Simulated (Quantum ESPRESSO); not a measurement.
Ti6CuV, finding a planted mistake in a log

Simulated, not a measurement. The program is pw.x of Quantum ESPRESSO 7.5 (plane-wave density functional theory). The cell is made up: eight metal atoms on a face-centred cubic lattice, with elements, volume, strain and displacements drawn at random and not relaxed, so it may be unstable or far from any real phase. PseudoDojo standard norm-conserving files set the functional (PBE unless stated); there is no spin polarisation or spin-orbit coupling, the Fermi-Dirac width of 0.25 eV means electrons at about 2900 K, and the masses in the input are unused placeholders. The copper pseudopotential is less sure than most, with forces differing by about three percent and pressure by about two GPa from a second method on plain copper. A spin test at this wide smearing found no moment, but such smearing suppresses magnetism that the real alloy may have.

Intended input:

```
&control calculation='scf', pseudo_dir='./dojo.nc.sr.pbe.v0_5.standard.upf', outdir='./o', disk_io='minimal', tprnfor=.true., tstress=.true. /
&system ibrav=0, nat=8, ntyp=3, nbnd=69, ecutwfc=92.02030273, nosym=.true., tot_charge=0,
 occupations='smearing', smearing='fd', degauss=0.0183746611
/
&electrons conv_thr=1.470e-08, electron_maxstep=70, mixing_beta=0.5 /
ATOMIC_SPECIES
Cu 1.0 Cu.upf
Ti 1.0 Ti.upf
V 1.0 V.upf
CELL_PARAMETERS angstrom
-0.0037 1.9859 1.952
0.036 3.9743 -3.9065
-7.6608 -2.0157 1.9967
ATOMIC_POSITIONS angstrom
Ti 0.0031 -0.0458 -0.0346
Ti -3.8227 -0.0209 0.0102
Ti 0.0528 2.0175 -1.9963
Cu -3.7828 1.9645 -1.9145
V -5.7093 -0.0138 1.9652
Ti -2.0163 2.0292 0.0058
Ti -5.7087 1.9238 0.0143
Ti -1.8803 3.9736 -1.9153
K_POINTS automatic
8 5 3 1 1 1
```

The log is shortened where brackets say so; the opening notice, blank lines, dates and the lines on written files are dropped, and the path of the files is cut. It prints rydbergs, bohrs and kilobars, and counts compression as positive stress. Its total energy is the free energy E - TS of the whole cell.

Log of the intended run:

```
     Program PWSCF v.7.5
     Parallel version (MPI & OpenMP), running on       4 processor cores
     Number of MPI processes:                 4
     Threads/MPI process:                     1
     [start-up lines left out]
     bravais-lattice index     =            0
     lattice parameter (alat)  =       5.2622  a.u.
     unit-cell volume          =     800.2070 (a.u.)^3
     number of atoms/cell      =            8
     number of atomic types    =            3
     number of electrons       =       104.00
     number of Kohn-Sham states=           69
     kinetic-energy cutoff     =      92.0203  Ry
     charge density cutoff     =     368.0812  Ry
     scf convergence threshold =      1.5E-08
     mixing beta               =       0.5000
     number of iterations used =            8  plain     mixing
     Exchange-correlation= PBE
                           (   1   4   3   4   0   0   0)
     [axes and pseudopotential details left out]
   Cartesian axes
     site n.     atom                  positions (alat units)
         1        Ti     tau(   1) = (   0.0011133  -0.0164475  -0.0124254  )
         2        Ti     tau(   2) = (  -1.3727898  -0.0075055   0.0036630  )
         3        Ti     tau(   3) = (   0.0189613   0.7245150  -0.7169018  )
         4        Cu     tau(   4) = (  -1.3584611   0.7054819  -0.6875261  )
         5        V      tau(   5) = (  -2.0502967  -0.0049558   0.7057333  )
         6        Ti     tau(   6) = (  -0.7240841   0.7287167   0.0020829  )
         7        Ti     tau(   7) = (  -2.0500812   0.6908659   0.0051353  )
         8        Ti     tau(   8) = (  -0.6752444   1.4269803  -0.6878134  )
     number of k points=    60  Fermi-Dirac smearing, width (Ry)=  0.0184
                       cart. coord. in units 2pi/alat
        k(    1) = (  -0.0791889   0.0791364   0.0084984), wk =   0.0333333
        k(    2) = (   0.1637192   0.0782626   0.0098478), wk =   0.0333333
     [further k points left out]
     Dense  grid:    95395 G-vectors     FFT dimensions: (  36,  72,  96)
     Estimated max dynamical RAM per process >     345.59 MB
     Estimated total dynamical RAM >       1.28 GB
     Initial potential from superposition of free atoms
     starting charge     103.9891, renormalised to     104.0000
     Starting wfcs are   80 randomized atomic wfcs
     total cpu time spent up to now is        5.3 secs
     per-process dynamical memory:   284.5 Mb
     Self-consistent Calculation
     iteration #  1     ecut=    92.02 Ry     beta= 0.50
     Davidson diagonalization with overlap
     ethr =  1.00E-02,  avg # of iterations =  2.9
     total cpu time spent up to now is       16.0 secs
     total energy              =   -1209.41848069 Ry
     estimated scf accuracy    <      42.26718223 Ry
     iteration #  2     ecut=    92.02 Ry     beta= 0.50
     Davidson diagonalization with overlap
     ethr =  1.00E-02,  avg # of iterations =  5.3
     total cpu time spent up to now is       31.4 secs
     total energy              =   -1221.06015186 Ry
     estimated scf accuracy    <     258.34206713 Ry
     [iterations 3 to 31 left out]
     iteration # 32     ecut=    92.02 Ry     beta= 0.50
     Davidson diagonalization with overlap
     ethr =  8.32E-11,  avg # of iterations =  3.8
     total cpu time spent up to now is      318.8 secs
     total energy              =   -1239.09265020 Ry
     estimated scf accuracy    <       0.00000002 Ry
     iteration # 33     ecut=    92.02 Ry     beta= 0.50
     Davidson diagonalization with overlap
     ethr =  1.79E-11,  avg # of iterations =  5.8
     total cpu time spent up to now is      331.3 secs
     End of self-consistent calculation
     [lines on levels left out]
!    total energy              =   -1239.09265020 Ry
     estimated scf accuracy    <          6.2E-09 Ry
     smearing contrib. (-TS)   =      -0.16331266 Ry
     internal energy E=F+TS    =   -1238.92933753 Ry
     The total energy is F=E-TS. E is the sum of the following terms:
     one-electron contribution =    -533.50287904 Ry
     hartree contribution      =     312.78889563 Ry
     xc contribution           =    -174.80531979 Ry
     ewald contribution        =    -843.41003433 Ry
     convergence has been achieved in  33 iterations
     Forces acting on atoms (cartesian axes, Ry/au):
     atom    1 type  2   force =    -0.00506295    0.02434208   -0.01524057
     atom    2 type  2   force =    -0.01447767   -0.01449972    0.01962013
     atom    3 type  2   force =     0.01030758   -0.02167019    0.02745968
     atom    4 type  1   force =    -0.02225448    0.01139851   -0.01203928
     atom    5 type  3   force =     0.01121351   -0.01012597    0.01106037
     atom    6 type  2   force =     0.01239681   -0.00422615   -0.00704451
     atom    7 type  2   force =     0.02877882    0.02083654   -0.01784803
     atom    8 type  2   force =    -0.02090162   -0.00605511   -0.00596778
     Total force =     0.080107     Total SCF correction =     0.000222
     Computing stress (Cartesian axis) and pressure
          total   stress  (Ry/bohr**3)                   (kbar)     P=      140.15
   0.00088565  -0.00005800   0.00009078          130.28       -8.53       13.35
  -0.00005800   0.00098905  -0.00002081           -8.53      145.49       -3.06
   0.00009078  -0.00002081   0.00098336           13.35       -3.06      144.66
     init_run     :      4.95s CPU      5.12s WALL (       1 calls)
     electrons    :    318.84s CPU    325.96s WALL (       1 calls)
     forces       :      1.50s CPU      1.52s WALL (       1 calls)
     stress       :      5.13s CPU      5.13s WALL (       1 calls)
     [timing details left out]
     PWSCF        :   5m30.61s CPU   5m37.98s WALL
     JOB DONE.
```

A second run was made from an input with one planted mistake. Its log:

```
     Program PWSCF v.7.5
     Parallel version (MPI & OpenMP), running on       4 processor cores
     Number of MPI processes:                 4
     Threads/MPI process:                     1
     [start-up lines left out]
     bravais-lattice index     =            0
     lattice parameter (alat)  =       5.2622  a.u.
     unit-cell volume          =     800.2070 (a.u.)^3
     number of atoms/cell      =            8
     number of atomic types    =            4
     number of electrons       =        95.00
     number of Kohn-Sham states=           65
     kinetic-energy cutoff     =      92.0203  Ry
     charge density cutoff     =     368.0812  Ry
     scf convergence threshold =      1.5E-08
     mixing beta               =       0.5000
     number of iterations used =            8  plain     mixing
     Exchange-correlation= PBE
                           (   1   4   3   4   0   0   0)
     [axes and pseudopotential details left out]
   Cartesian axes
     site n.     atom                  positions (alat units)
         1        Ti     tau(   1) = (   0.0011133  -0.0164475  -0.0124254  )
         2        Ti     tau(   2) = (  -1.3727898  -0.0075055   0.0036630  )
         3        Ti     tau(   3) = (   0.0189613   0.7245150  -0.7169018  )
         4        Cu     tau(   4) = (  -1.3584611   0.7054819  -0.6875261  )
         5        V      tau(   5) = (  -2.0502967  -0.0049558   0.7057333  )
         6        Al     tau(   6) = (  -0.7240841   0.7287167   0.0020829  )
         7        Ti     tau(   7) = (  -2.0500812   0.6908659   0.0051353  )
         8        Ti     tau(   8) = (  -0.6752444   1.4269803  -0.6878134  )
     number of k points=    60  Fermi-Dirac smearing, width (Ry)=  0.0184
                       cart. coord. in units 2pi/alat
        k(    1) = (  -0.0791889   0.0791364   0.0084984), wk =   0.0333333
        k(    2) = (   0.1637192   0.0782626   0.0098478), wk =   0.0333333
     [further k points left out]
     Dense  grid:    95395 G-vectors     FFT dimensions: (  36,  72,  96)
     Estimated max dynamical RAM per process >     335.38 MB
     Estimated total dynamical RAM >       1.24 GB
     Initial potential from superposition of free atoms
     starting charge      94.9883, renormalised to      95.0000
     Starting wfcs are   74 randomized atomic wfcs
     total cpu time spent up to now is        7.3 secs
     per-process dynamical memory:   275.0 Mb
     Self-consistent Calculation
     iteration #  1     ecut=    92.02 Ry     beta= 0.50
     Davidson diagonalization with overlap
     ethr =  1.00E-02,  avg # of iterations =  2.4
     total cpu time spent up to now is       23.6 secs
     total energy              =   -1094.76356722 Ry
     estimated scf accuracy    <      43.11043873 Ry
     iteration #  2     ecut=    92.02 Ry     beta= 0.50
     Davidson diagonalization with overlap
     ethr =  1.00E-02,  avg # of iterations =  5.2
     total cpu time spent up to now is       45.5 secs
     total energy              =   -1108.40634911 Ry
     estimated scf accuracy    <     256.97193510 Ry
     [iterations 3 to 25 left out]
     iteration # 26     ecut=    92.02 Ry     beta= 0.50
     Davidson diagonalization with overlap
     ethr =  2.48E-10,  avg # of iterations =  1.5
     total cpu time spent up to now is      374.1 secs
     total energy              =   -1125.07267590 Ry
     estimated scf accuracy    <       0.00000019 Ry
     iteration # 27     ecut=    92.02 Ry     beta= 0.50
     Davidson diagonalization with overlap
     ethr =  2.03E-10,  avg # of iterations =  1.1
     total cpu time spent up to now is      386.5 secs
     End of self-consistent calculation
     [lines on levels left out]
!    total energy              =   -1125.07267591 Ry
     estimated scf accuracy    <          5.5E-09 Ry
     smearing contrib. (-TS)   =      -0.14304298 Ry
     internal energy E=F+TS    =   -1124.92963293 Ry
     The total energy is F=E-TS. E is the sum of the following terms:
     one-electron contribution =    -570.11532353 Ry
     hartree contribution      =     325.01317077 Ry
     xc contribution           =    -159.45096091 Ry
     ewald contribution        =    -720.37651926 Ry
     convergence has been achieved in  27 iterations
     Forces acting on atoms (cartesian axes, Ry/au):
     atom    1 type  3   force =    -0.00917521    0.02734406   -0.01732071
     atom    2 type  3   force =    -0.00602896   -0.01299406    0.01922599
     atom    3 type  3   force =    -0.00542833   -0.02607289    0.03231738
     atom    4 type  2   force =    -0.00323231    0.00347095   -0.00441097
     atom    5 type  4   force =     0.02323030   -0.01194961    0.01345436
     atom    6 type  1   force =     0.00931228   -0.00348903   -0.01286087
     atom    7 type  3   force =     0.02099552    0.02003593   -0.01564461
     atom    8 type  3   force =    -0.02967329    0.00365464   -0.01476058
     Total force =     0.082637     Total SCF correction =     0.000523
     Computing stress (Cartesian axis) and pressure
          total   stress  (Ry/bohr**3)                   (kbar)     P=      118.25
   0.00074847  -0.00000012   0.00002999          110.10       -0.02        4.41
  -0.00000012   0.00083440  -0.00000821           -0.02      122.74       -1.21
   0.00002999  -0.00000821   0.00082864            4.41       -1.21      121.90
     init_run     :      6.87s CPU      7.12s WALL (       1 calls)
     electrons    :    371.06s CPU    379.23s WALL (       1 calls)
     forces       :      2.66s CPU      2.69s WALL (       1 calls)
     stress       :      6.72s CPU      6.72s WALL (       1 calls)
     [timing details left out]
     PWSCF        :   6m27.52s CPU   6m36.03s WALL
     JOB DONE.
```

Question: the log repeats what the program read. Compare it with the intended run: what was wrong in the second input?

Answer: one atom is of a wrong element. The input lines that differ:

```
- &system ibrav=0, nat=8, ntyp=3, nbnd=69, ecutwfc=92.02030273, nosym=.true., tot_charge=0,
+ &system ibrav=0, nat=8, ntyp=4, nbnd=65, ecutwfc=92.02030273, nosym=.true., tot_charge=0,
+ Al 1.0 Al.upf
- Ti -2.0163 2.0292 0.0058
+ Al -2.0163 2.0292 0.0058
```

```
                                            intended run  run with the mistake
                          free energy (eV)    -16858.714            -15307.394
         entropy term -TS, part of it (eV)        -2.222                -1.946
                            pressure (GPa)         14.01                 11.82
size of the largest force component (eV/Å)         0.740                 0.831
largest change of a force component (eV/Å)                               0.489
                                iterations            33                    27
```

For scale, a rerun of the intended cell at a higher cutoff and on a denser mesh moved values by no more than 0.002 eV in energy, 0.02 GPa in stress and 0.003 eV/Å in force, and a second program with other atomic files agreed on that cell to 2 % rms in force and 0.5 GPa in pressure. Files of another functional or element have another zero of energy, so the energy change says nothing on stability. The number of bands, nbnd, was set by rule from the electron count, so it follows the mistake.